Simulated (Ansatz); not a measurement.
Input:

BP:
```xyz
8
Lattice="5.5324 0.0000 0.0000 0.0000 5.5324 0.0000 0.0000 0.0000 3.1874" Properties=species:S:1:pos:R:3 pbc="T T T"
B      0.9870     0.9870     0.0000
B      4.5453     4.5453     0.0000
P      4.5326     0.9998     0.0000
P      0.9998     4.5326     0.0000
P      3.7660     3.7660     1.5937
P      1.7664     1.7664     1.5937
B      1.7792     3.7532     1.5937
B      3.7532     1.7792     1.5937
```

This is the PBEsol-relaxed structure. Cartesian axes are those of the cell as given.

### Question
All from PBEsol in the plane-wave PAW code Ansatz, unless another level is named. Give the Young's modulus.

### Answer
292 GPa.

### Question
Next, the highest zone-centre frequency (without LO–TO term)?

### Answer
860 cm^-1.

### Question
Next, the elastic constants (relaxed ions, GPa)?

### Answer
C11 = 313, C12 = 86.6, C13 = 47.7, C33 = 414, C44 = 135, C66 = 79.5.

Space group P4_2/mnm. The start of the workflow was typed in or built on a structure type; neither database checked (COD, Materials Project) lists it. It is not the phase usual at ambient conditions (space group No. 216). The cell was relaxed with PBEsol under the symmetry of its start; its stability against distortions is not shown here.

Potentials: the earlier of the program's two PAW sets. The files were generated under PBE; for other functionals the program regenerates the frozen cores, and for LDA and PBEsol the local potential too.
